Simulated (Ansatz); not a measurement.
InSe:
```yaml
crystal:
  lattice:
    - [4.02008, 0.00000, 0.00000]
    - [-2.01004, 3.48149, 0.00000]
    - [0.00000, 0.00000, 37.00000]
  atoms:
    - { symbol: Se, position: [0.00000, 0.00000, 0.57198] }
    - { symbol: Se, position: [0.00000, 0.00000, 0.42802] }
    - { symbol: In, position: [0.33333, 0.66667, 0.46231] }
    - { symbol: In, position: [0.33333, 0.66667, 0.53769] }
```
The layer is periodic in x and y and isolated along z.

Relaxed with r²SCAN+D4. Special points in fractions of this cell's reciprocal vectors: Γ (0.000, 0.000, 0.000); M (0.500, 0.000, 0.000); K (0.333, 0.333, 0.000).

### Question
List the band energies nearest the valence-band maximum at these points for r²SCAN+D4 (plane waves, PAW; program Ansatz).

### Answer
In eV from the valence-band maximum; about four levels below and three above (degenerate sets whole), none deeper than 8.9 eV; points with the same levels are listed once.

```tsv
k	below	above
Γ	-0.59 -0.59 -0.51 -0.51 -0.06	2.02 3.30 5.39 5.39
M	-1.68 -1.64 -1.49 -0.98	2.58 2.71 4.62
K	-2.94 -1.85 -1.38 -1.14	2.80 3.54 4.42
```

Space group P-6m2 (GaSe-type). A layer that has been made, often on a substrate. Symmetry was held in the r²SCAN+D4 relaxation; whether a distortion lowers the energy is not shown. Spin–orbit coupling is left out wherever it is not named.

Potentials: the later of the program's two PAW sets.
